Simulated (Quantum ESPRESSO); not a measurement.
pw.x input (Quantum ESPRESSO 7.5; PBEsol, PseudoDojo standard norm-conserving files, scalar-relativistic):

```
&CONTROL
  calculation = 'scf'
  pseudo_dir = './pseudo'
  outdir = './out'
  tprnfor = .true.
  tstress = .true.
/
&SYSTEM
  ibrav = 0
  nat = 2
  ntyp = 2
  ecutwfc = 102.0
  ecutrho = 408.0
  occupations = 'smearing'
  smearing = 'fd'
  degauss = 0.002
  nbnd = 22
/
&ELECTRONS
  conv_thr = 2e-10
/
ATOMIC_SPECIES
Cd 112.4140 Cd.upf
Te 127.6000 Te.upf
CELL_PARAMETERS angstrom
  0.000000000000   3.244578534000   3.244578534000
  3.244578534000   0.000000000000   3.244578534000
  3.244578534000   3.244578534000   0.000000000000
ATOMIC_POSITIONS crystal
Cd   0.000000000000   0.000000000000   0.000000000000
Te   0.750000000000   0.750000000000   0.750000000000
K_POINTS automatic
8 8 8 0 0 0
```

End of the output:

```
     total energy              =    -559.68736837 Ry
     estimated scf accuracy    <       0.00000052 Ry
     total energy              =    -559.68736865 Ry
     estimated scf accuracy    <       0.00000003 Ry
     total energy              =    -559.68736866 Ry
     estimated scf accuracy    <          3.7E-09 Ry
[...]
     the Fermi energy is     7.7869 ev
!    total energy              =    -559.68736866 Ry
     estimated scf accuracy    <          3.8E-11 Ry
     smearing contrib. (-TS)   =      -0.00000000 Ry
     internal energy E=F+TS    =    -559.68736866 Ry
     The total energy is F=E-TS. E is the sum of the following terms:
     one-electron contribution =    -365.71023612 Ry
     hartree contribution      =     189.87676643 Ry
     xc contribution           =     -96.73115833 Ry
     ewald contribution        =    -287.12274064 Ry
     convergence has been achieved in   8 iterations
     Forces acting on atoms (cartesian axes, Ry/au):
     atom    1 type  1   force =     0.00000000    0.00000000    0.00000000
     atom    2 type  2   force =     0.00000000   -0.00000000   -0.00000000
     Total force =     0.000000     Total SCF correction =     0.000000
     Computing stress (Cartesian axis) and pressure
          total   stress  (Ry/bohr**3)                   (kbar)     P=       -0.31
  -0.00000214  -0.00000000  -0.00000000           -0.31       -0.00       -0.00
  -0.00000000  -0.00000214  -0.00000000           -0.00       -0.31       -0.00
  -0.00000000  -0.00000000  -0.00000214           -0.00       -0.00       -0.31
```
In a gapped system the printed Fermi energy is only some level inside the gap.

Spin-orbit coupling is not included.

Geometry relaxed with PBEsol.
